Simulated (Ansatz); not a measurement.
Crystals of one structure type (anti-CdI2 type), relaxed and computed with plane-wave PAW PBE (Ansatz code).

```csv
crystal,a (Å),V (Å³/atom),ΔH_f (eV/atom),"spin order, net moment (μB/atom)",B₀ by P(V) fit (GPa)
Cr2N,2.833,9.79,-0.24,moments vanished,228
Co2N,(withheld),(withheld),(withheld),moments vanished,(withheld)
Y2N,3.511,21.26,-1.04,not spin-polarised,72.3
W2N,2.818,12.35,0.10,not spin-polarised,329
```

Problem. Some entries are withheld; supply them.

Solution. 
- Co2N, a (Å): 2.795
- Co2N, V (Å³/atom): 9.32
- Co2N, ΔH_f (eV/atom): 0.26
- Co2N, B₀ by P(V) fit (GPa): 186

Constructed cells (a structure type filled with these elements, in neither database checked): Cr2N, anti-CdI2 type; Co2N, anti-CdI2 type; Y2N, anti-CdI2 type; W2N, anti-CdI2 type. Began spin-polarised and lost the moments: Cr2N, anti-CdI2 type; Co2N, anti-CdI2 type. All cells were relaxed under the symmetry of their starts (and spin orders); stability against distortions was not tested throughout. Rows with no word on spin ran without spin polarisation. Scalar-relativistic: spin–orbit coupling is off unless named, which matters more the heavier the elements.

Potentials: the earlier of the program's two PAW sets.

Formation energies count from the lowest solids of the elements computed at the same level, not from gases.
